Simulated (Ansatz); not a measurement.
Input, command and steps of an Ansatz relaxation.

```yaml
crystal:
  lattice:
    - [4.9539022132, 0.0, 0.0]
    - [0.0, 4.9539022132, 0.0]
    - [0.0, 0.0, 3.1908133759]
  atoms:
    - { symbol: Si, position: [0.306, 0.306, 0.0] }
    - { symbol: Si, position: [0.194, 0.806, 0.5] }
    - { symbol: Si, position: [0.694, 0.694, 0.0] }
    - { symbol: Si, position: [0.806, 0.194, 0.5] }
    - { symbol: "N", position: [0.0, 0.0, 0.0] }
    - { symbol: "N", position: [0.5, 0.5, 0.5] }
basis:
  ecutwfc: 420
kpoints:
  mp_grid: { grid: [4, 4, 6] }
hamiltonian:
  xc: pbe
scf:
  occupations: { method: gaussian, width: 0.1 }
  lower_state_search: "off"
output:
  forces: true
  stress: true
  eigenvalues: true
relax:
  adjacent_minimum: "off"
  f_tol: 0.04
  max_steps: 70
  cell: { stress_tol: 0.4 }
```

```bash
ansatz run input.yaml --threads 1 --pin off --max-ram 2560MiB --backend cpu --events-out ev --progress --plain --runs-dir out
```

Theory: Ansatz, DFT PBE, scalar-relativistic, plane waves, PAW.

Of 20 frames 10 are shown, positions in Å and forces in eV/Å; the SCF threshold varies from step to step. Steps run on the plane waves of an earlier cell, with a Pulay correction in the pressure. The basis is chosen afresh for the last frame, the zero of the energies, and at times for earlier ones too; energy and pressure step there, also at an unchanged geometry. Here that happened at steps 14 (-69 meV/atom, 3.4 GPa), 18 (-6 meV/atom, 0.4 GPa); the frames before carry an error of that size. The end is built of chains, and without a dispersion correction their distances are poorly fixed.

```xyz
6
Lattice="4.9539 0.0000 0.0000 0.0000 4.9539 0.0000 0.0000 0.0000 3.1908" Properties=species:S:1:pos:R:3:forces:R:3 pbc="T T T" step=1 free_energy_over_end_meV_per_atom=486.12 pressure_GPa=1.31
Si    1.5159    1.5159    0.0000   -0.6475   -0.6475    0.0000
Si    0.9611    3.9928    1.5954    0.6475   -0.6475    0.0000
Si    3.4380    3.4380    0.0000    0.6475    0.6475    0.0000
Si    3.9928    0.9611    1.5954   -0.6475    0.6475    0.0000
N     0.0000    0.0000    0.0000    0.0000    0.0000    0.0000
N     2.4770    2.4770    1.5954    0.0000    0.0000    0.0000
6
Lattice="5.1585 0.0000 0.0000 0.0000 5.1585 0.0000 0.0000 0.0000 2.8798" Properties=species:S:1:pos:R:3:forces:R:3 pbc="T T T" step=3 free_energy_over_end_meV_per_atom=315.18 pressure_GPa=-3.73
Si    1.5020    1.5020    0.0000   -0.0265   -0.0265    0.0000
Si    1.0772    4.0813    1.4399    0.0265   -0.0265    0.0000
Si    3.6565    3.6565    0.0000    0.0265    0.0265    0.0000
Si    4.0813    1.0772    1.4399   -0.0265    0.0265    0.0000
N     0.0000    0.0000    0.0000    0.0000    0.0000    0.0000
N     2.5792    2.5792    1.4399    0.0000    0.0000    0.0000
6
Lattice="5.1788 0.0000 0.0000 0.0000 5.1788 0.0000 0.0000 0.0000 2.7429" Properties=species:S:1:pos:R:3:forces:R:3 pbc="T T T" step=5 free_energy_over_end_meV_per_atom=288.88 pressure_GPa=-0.07
Si    1.5037    1.5037    0.0000    0.1205    0.1205    0.0000
Si    1.0857    4.0931    1.3714   -0.1205    0.1205    0.0000
Si    3.6750    3.6750    0.0000   -0.1205   -0.1205    0.0000
Si    4.0931    1.0857    1.3714    0.1205   -0.1205    0.0000
N     0.0000    0.0000    0.0000    0.0000    0.0000    0.0000
N     2.5894    2.5894    1.3714    0.0000    0.0000    0.0000
6
Lattice="5.3372 0.0000 0.0000 0.0000 5.3372 0.0000 0.0000 0.0000 2.7193" Properties=species:S:1:pos:R:3:forces:R:3 pbc="T T T" step=7 free_energy_over_end_meV_per_atom=277.94 pressure_GPa=4.42
Si    1.7065    1.7065    0.0000   -0.2487   -0.2487    0.0000
Si    0.9621    4.3752    1.3596    0.2487   -0.2487    0.0000
Si    3.6307    3.6307    0.0000    0.2487    0.2487    0.0000
Si    4.3752    0.9621    1.3596   -0.2487    0.2487    0.0000
N     0.0000    0.0000    0.0000    0.0000    0.0000    0.0000
N     2.6686    2.6686    1.3596    0.0000    0.0000    0.0000
6
Lattice="5.8197 0.0000 0.0000 0.0000 5.8197 0.0000 0.0000 0.0000 2.6240" Properties=species:S:1:pos:R:3:forces:R:3 pbc="T T T" step=9 free_energy_over_end_meV_per_atom=139.83 pressure_GPa=5.28
Si    1.9889    1.9889    0.0000   -0.3619   -0.3619    0.0000
Si    0.9209    4.8988    1.3120    0.3619   -0.3619    0.0000
Si    3.8308    3.8308    0.0000    0.3619    0.3619    0.0000
Si    4.8988    0.9209    1.3120   -0.3619    0.3619    0.0000
N     0.0000    0.0000    0.0000    0.0000    0.0000    0.0000
N     2.9098    2.9098    1.3120    0.0000    0.0000    0.0000
6
Lattice="6.0296 0.0000 0.0000 0.0000 6.0296 0.0000 0.0000 0.0000 2.5706" Properties=species:S:1:pos:R:3:forces:R:3 pbc="T T T" step=12 free_energy_over_end_meV_per_atom=105.22 pressure_GPa=1.02
Si    2.0623    2.0623    0.0000    0.0702    0.0702    0.0000
Si    0.9525    5.0772    1.2853   -0.0702    0.0702    0.0000
Si    3.9673    3.9673    0.0000   -0.0702   -0.0702    0.0000
Si    5.0772    0.9525    1.2853    0.0702   -0.0702    0.0000
N     0.0000    0.0000    0.0000    0.0000    0.0000    0.0000
N     3.0148    3.0148    1.2853    0.0000    0.0000    0.0000
6
Lattice="6.1082 0.0000 0.0000 0.0000 6.1082 0.0000 0.0000 0.0000 2.5777" Properties=species:S:1:pos:R:3:forces:R:3 pbc="T T T" step=14 free_energy_over_end_meV_per_atom=34.52 pressure_GPa=3.30
Si    2.1037    2.1037    0.0000    0.0303    0.0303    0.0000
Si    0.9504    5.1578    1.2888   -0.0303    0.0303    0.0000
Si    4.0045    4.0045    0.0000   -0.0303   -0.0303    0.0000
Si    5.1578    0.9504    1.2888    0.0303   -0.0303    0.0000
N     0.0000    0.0000    0.0000    0.0000    0.0000    0.0000
N     3.0541    3.0541    1.2888    0.0000    0.0000    0.0000
6
Lattice="6.5182 0.0000 0.0000 0.0000 6.5182 0.0000 0.0000 0.0000 2.5904" Properties=species:S:1:pos:R:3:forces:R:3 pbc="T T T" step=16 free_energy_over_end_meV_per_atom=6.72 pressure_GPa=-0.12
Si    2.3019    2.3019    0.0000   -0.0225   -0.0225    0.0000
Si    0.9572    5.5610    1.2952    0.0225   -0.0225    0.0000
Si    4.2163    4.2163    0.0000    0.0225    0.0225    0.0000
Si    5.5610    0.9572    1.2952   -0.0225    0.0225    0.0000
N     0.0000    0.0000    0.0000    0.0000    0.0000    0.0000
N     3.2591    3.2591    1.2952    0.0000    0.0000    0.0000
6
Lattice="6.5107 0.0000 0.0000 0.0000 6.5107 0.0000 0.0000 0.0000 2.5875" Properties=species:S:1:pos:R:3:forces:R:3 pbc="T T T" step=18 free_energy_over_end_meV_per_atom=0.66 pressure_GPa=0.36
Si    2.2968    2.2968    0.0000    0.0091    0.0091    0.0000
Si    0.9586    5.5521    1.2937   -0.0091    0.0091    0.0000
Si    4.2139    4.2139    0.0000   -0.0091   -0.0091    0.0000
Si    5.5521    0.9586    1.2937    0.0091   -0.0091    0.0000
N     0.0000    0.0000    0.0000    0.0000    0.0000    0.0000
N     3.2553    3.2553    1.2937    0.0000    0.0000    0.0000
6
Lattice="6.5675 0.0000 0.0000 0.0000 6.5675 0.0000 0.0000 0.0000 2.5887" Properties=species:S:1:pos:R:3:forces:R:3 pbc="T T T" step=20 free_energy_over_end_meV_per_atom=0.00 pressure_GPa=0.11
Si    2.3241    2.3241    0.0000   -0.0004   -0.0004    0.0000
Si    0.9597    5.6078    1.2943    0.0004   -0.0004    0.0000
Si    4.2434    4.2434    0.0000    0.0004    0.0004    0.0000
Si    5.6078    0.9597    1.2943   -0.0004    0.0004    0.0000
N     0.0000    0.0000    0.0000    0.0000    0.0000    0.0000
N     3.2837    3.2837    1.2943    0.0000    0.0000    0.0000
```

The start puts this composition into another compound's structure type, which needn't suit it. The cell swells from 13.1 to 18.6 Å³ an atom, so the end can be far from any stable crystal. At the end the space group is P4_2/mnm (tolerance 0.05 Å).

Time: 30 s on 1 thread of Intel(R) Xeon(R) 6975P-C (Granite Rapids), with other jobs on the host, peak memory 0.39 GiB.

The k mesh is coarse.